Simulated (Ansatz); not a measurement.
CsH:
```
CELL_PARAMETERS angstrom
      0.00000     3.19046     3.19046
      3.19046     0.00000     3.19046
      3.19046     3.19046     0.00000
ATOMIC_POSITIONS crystal
  Cs 0.00000 0.00000 0.00000
  H  0.50000 0.50000 0.50000
```

Tensor components refer to the Cartesian frame of this cell.

**Question.** Give the high-frequency dielectric tensor and the Born effective charge tensors of the independent atoms from DFPT, the program Ansatz at the r²SCAN level (PAW).

**Answer.** 
ε∞:
```
2.86  0.00  0.00
0.00  2.86  0.00
0.00  0.00  2.86
```
Z* of atom 1 (Cs), rows: field, columns: displacement, in e:
```
1.11  0.00  0.00
0.00  1.11  0.00
0.00  0.00  1.11
```
Z* of atom 2 (H), rows: field, columns: displacement, in e:
```
-1.11   0.00   0.00
 0.00  -1.11   0.00
 0.00   0.00  -1.11
```

Static charges for comparison (Bader): Cs1 +0.77, H2 -0.77 e. Born charges measure polarisation by displacement and can exceed these by far.

Space group Fm-3m (rock salt). The workflow started from a Materials Project entry (that database holds measured and hypothetical structures alike); the Crystallography Open Database files this formula in space group No. 225, but the cells were not matched. Its standing as an ambient phase is unchecked. Symmetry was held in the r²SCAN relaxation; whether a distortion lowers the energy is not shown. Scalar-relativistic: spin–orbit coupling is off unless named, which matters more the heavier the elements.

Potentials: the later of the program's two PAW sets.
